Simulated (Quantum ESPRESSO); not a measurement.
Parts of the isotropic shielding in BaTiO3, by GIPAW with PBE in a modified build of Quantum ESPRESSO, on JTH PAW datasets, 22.5 Ha, k-mesh 7×7×6 shifted:

```
CELL_PARAMETERS angstrom
      3.99038     0.00000     0.00000
      0.00000     3.99038     0.00000
      0.00000     0.00000     4.10266
ATOMIC_POSITIONS crystal
  Ba 0.50000 0.50000 0.58254
  Ti 0.00000 0.00000 0.10004
  O  0.00000 0.50000 0.06422
  O  0.50000 0.00000 0.06422
  O  0.00000 0.00000 0.54897
```
Geometry: a computed entry of the Materials Project; it was not checked against measured cells. It is BaTiO3 in P4mm. Stability against distortions was not tested. Forces on the atoms reach 0.12 eV/Å at this level. The run has no spin polarisation.

The core term is that of the free atom's frozen core; the paramagnetic column sums the reconstruction terms. σ is an absolute shielding without the bulk-susceptibility term: within one crystal shift differences are minus those of σ, between compounds the missing term differs by several ppm. In our sweeps, cutoffs and meshes of this size left a few ppm, and up to some 20 ppm on atoms from Zn on. Spin–orbit coupling is left out; its weight grows with the heaviest atom, Ba here.

```tsv
site	core	bare (smooth current)	diamagnetic correction	paramagnetic corrections	σ_iso (ppm)
Ba (atom 1)	6129.8	100.4	-43.9	___	___
Ti (atom 2)	1409.5	-93.3	144.3	___	___
O1 (atoms 3, 4)	271.1	-78.8	26.0	___	___
O2 (atom 5)	271.1	-90.8	26.0	___	___
```

Complete the blanks.


- Ba (atom 1), paramagnetic corrections: -1362.0
- Ba (atom 1), σ_iso (ppm): 4824.3
- Ti (atom 2), paramagnetic corrections: -1827.9
- Ti (atom 2), σ_iso (ppm): -367.3
- O1 (atoms 3, 4), paramagnetic corrections: -550.6
- O1 (atoms 3, 4), σ_iso (ppm): -332.3
- O2 (atom 5), paramagnetic corrections: -588.4
- O2 (atom 5), σ_iso (ppm): -382.1
